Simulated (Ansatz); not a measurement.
A structure of GeS relaxed with PBEsol (plane waves to 420 eV, PAW, scalar-relativistic; Ansatz, a quantum-chemistry and plane-wave program); single points at other levels follow on the same geometry (Ansatz, PAW; HSE06 at 420 eV on a 2×6×6 k-mesh; no spin-orbit coupling). Space group Pnma (No. 62).

```cif
data_Ge4S4
_chemical_formula_sum 'Ge4 S4'
_space_group_name_H-M_alt 'Pnma'
_space_group_IT_number 62
_space_group_name_Hall '-P 2ac 2n'
_cell_length_a 10.29383
_cell_length_b 3.66266
_cell_length_c 4.15286
_cell_angle_alpha 90.000
_cell_angle_beta 90.000
_cell_angle_gamma 90.000
loop_
_atom_site_label
_atom_site_type_symbol
_atom_site_symmetry_multiplicity
_atom_site_Wyckoff_symbol
_atom_site_fract_x
_atom_site_fract_y
_atom_site_fract_z
_atom_site_occupancy
Ge1 Ge 4 c 0.11926 0.25000 0.12040 1
S1 S 4 c 0.35225 0.25000 0.00506 1
```

| level | gap (eV) | kind | conduction minimum |
|---|---|---|---|
| PBEsol | 0.84 | indirect | Γ |
| HSE06 | ? | – | ? |

Q: Complete the blanks.

A: 
- HSE06, gap (eV): 1.39
- HSE06, conduction minimum: Γ

HSE06 gaps come from a coarse mesh plus a few chosen points, so they may be too large. No spin polarisation in the result.

The run could not lose the symmetry of its start; a randomly shaken copy of 8 atoms returns to this structure.
